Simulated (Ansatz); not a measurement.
PbSe (rock salt)

```yaml
crystal:
  lattice:
    - [0.00000, 3.10888, 3.10888]
    - [3.10888, 0.00000, 3.10888]
    - [3.10888, 3.10888, 0.00000]
  atoms:
    - { symbol: Se, position: [0.00000, 0.00000, 0.00000] }
    - { symbol: Pb, position: [0.50000, 0.50000, 0.50000] }
```

The slice is a {100} plane (indices of the conventional cell) through the point (0.500, 0.500, 0.500) (fractional), spanned by u = [100] and v = [0 1 -1] in vectors of this cell: u (4.40 Å) and v (4.40 Å, at 90° to u). It covers one period; positions are fractions (u, v).

Computed with PBE (plane waves to 420 eV, PAW, scalar-relativistic; Ansatz, an electronic-structure program). k mesh 9×9×9. Inside the PAW spheres the values are not all-electron values, and peaks at nuclei hang on which shells count as valence. PbSe was relaxed with its symmetry unable to fall. Spin-orbit coupling is left out, though Pb is heavy.

Three fields on this plane, each scaled to ten steps between its own extremes (0 low, 9 high; the total valence density on a logarithmic scale, the potential cut 8 eV below its top; x marks points blanked near nuclei; v = 0 in the bottom row):

Map A
```
|xxxxxx9853211123589xxxxx|
|xxxxxx8743100013478xxxxx|
|xxxxx875321000123578xxxx|
|xxxx77532100000123577xxx|
|xxx8754210000000124578xx|
|998754211112221111245789|
|8875321113xxxxx311123578|
|654321113xxxxxxx31112345|
|33321013xxxxxxxxx3101233|
|2211001xxxxxxxxxxx100112|
|1100002xxxxxxxxxxx200001|
|1100002xxxxxxxxxxx200001|
|1100002xxxxxxxxxxx200001|
|2211001xxxxxxxxxxx100112|
|33321013xxxxxxxxx3101233|
|654321113xxxxxxx31112345|
|8875321113xxxxx311123578|
|998754211112221111245789|
|xxx8754210000000124578xx|
|xxxx77532100000123577xxx|
|xxxxx875321000123578xxxx|
|xxxxxx8743100013478xxxxx|
|xxxxxx9853211123589xxxxx|
|xxxxxx9863211123689xxxxx|
```

Map B
```
|xxxxxx8632100012368xxxxx|
|xxxxxx8532111112358xxxxx|
|xxxxx975432222234579xxxx|
|xxxx98654444444445689xxx|
|xxx9865555666665555689xx|
|888765566788888766556788|
|6655556789xxxxx987655556|
|333445689xxxxxxx98654433|
|22234579xxxxxxxxx9754322|
|0112468xxxxxxxxxxx864211|
|0012468xxxxxxxxxxx864210|
|0012468xxxxxxxxxxx864210|
|0012468xxxxxxxxxxx864210|
|0112468xxxxxxxxxxx864211|
|22234579xxxxxxxxx9754322|
|333445689xxxxxxx98654433|
|6655556789xxxxx987655556|
|888765566788888766556788|
|xxx9865555666665555689xx|
|xxxx98654444444445689xxx|
|xxxxx975432222234579xxxx|
|xxxxxx8532111112358xxxxx|
|xxxxxx8632100012368xxxxx|
|xxxxxx8632000002368xxxxx|
```

Map C
```
|xxxxxx0257999997520xxxxx|
|xxxxxx0368999998630xxxxx|
|xxxxx004689999986400xxxx|
|xxxx00257888888875200xxx|
|xxx0025677776777765200xx|
|000025666532123566652000|
|1234566630xxxxx036665432|
|556677630xxxxxxx03677665|
|77888750xxxxxxxxx0578887|
|9999873xxxxxxxxxxx378999|
|9999872xxxxxxxxxxx278999|
|9999861xxxxxxxxxxx168999|
|9999872xxxxxxxxxxx278999|
|9999873xxxxxxxxxxx378999|
|77888750xxxxxxxxx0578887|
|556677630xxxxxxx03677665|
|1234566630xxxxx036665432|
|000025666532123566652000|
|xxx0025677776777765200xx|
|xxxx00257888888875200xxx|
|xxxxx004689999986400xxxx|
|xxxxxx0368999998630xxxxx|
|xxxxxx0257999997520xxxxx|
|xxxxxx0257999997520xxxxx|
```

Q: Assign the maps to these fields: density of the lowest conduction band (whole band as if filled, smooth part); valence electron density; electrostatic potential energy of an electron, from the cell's mean.

A: A is the density of the lowest conduction band (whole band as if filled, smooth part); B is the valence electron density; C is the electrostatic potential energy of an electron, from the cell's mean.
